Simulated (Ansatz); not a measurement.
The elements of this relaxed trial crystal are hidden behind letters.

```
lattice vectors (Å)
   3.0687    0.0000    0.0000
   0.0000    3.0687    0.0000
   0.0000    0.0000    6.2000
fractional positions
X 0.5000 0.5000 0.5000
Z 0.0000 0.0000 0.0000
Q 0.0000 0.0000 0.6471
Q 0.5000 0.5000 0.1604
Q 0.5000 0.5000 0.8396
Q 0.0000 0.0000 0.3529
```

Method: DFT PBE, scalar-relativistic, plane waves, PAW, and for the lanthanide a 4f-in-core norm-conserving potential (Ansatz). Plane waves to 690 eV, a 12×12×6 mesh through Γ for the 6-atom cell and 0.10 eV Gaussian smearing; no spin polarisation.

- Space group: P4/mmm (No. 123)
- Conventional cell: a = 3.069 Å, c = 6.200 Å
- Volume per atom: 9.73 Å³
- Density: 4.83 g/cm³
- Energy over the elements: −0.05 eV/atom
- Gap on the 12×12×6 mesh of the 6-atom cell: 0 eV (a metal)

Energies are uncorrected and count from the elements' standard states at the same level.

Question: X is an s-block element of period 2, Z is a lanthanide and Q is an s-block element of period 1. Which elements are they?

Answer: X = Li, Z = Tb, Q = H, so the formula is LiTbH4. Density times volume gives a mean mass of 4.83 × 9.73/1.6605 = 28.3 u per atom, and this set has 28.3 u. Li has 2 H at 2.11 Å and 8 H at 2.35 Å; around Tb lie 2 H at 2.19 Å and 8 H at 2.39 Å; H on its first site is surrounded by 1 H at 1.82 Å, 1 Tb at 2.19 Å, 4 Li at 2.35 Å and 4 H at 2.48 Å; 1 more site not described. Other sets within the hints have nearly the same mass, so mass alone doesn't settle it; this one was computed.

A structure relaxed within its symmetry needn't be a true minimum. Another cell of LiTbH4 relaxed alike, in P1, lies 0.35 eV/atom lower, so this cell isn't the stable form at this level.

The lanthanide is trivalent by construction, without f bands, f moments or other valences. The reference runs of the other elements, and any phases without the lanthanide, used 420 eV, which shifts energies against them by under 10 meV/atom. The lanthanide's reference is the lowest of its hcp, dhcp and fcc cells.
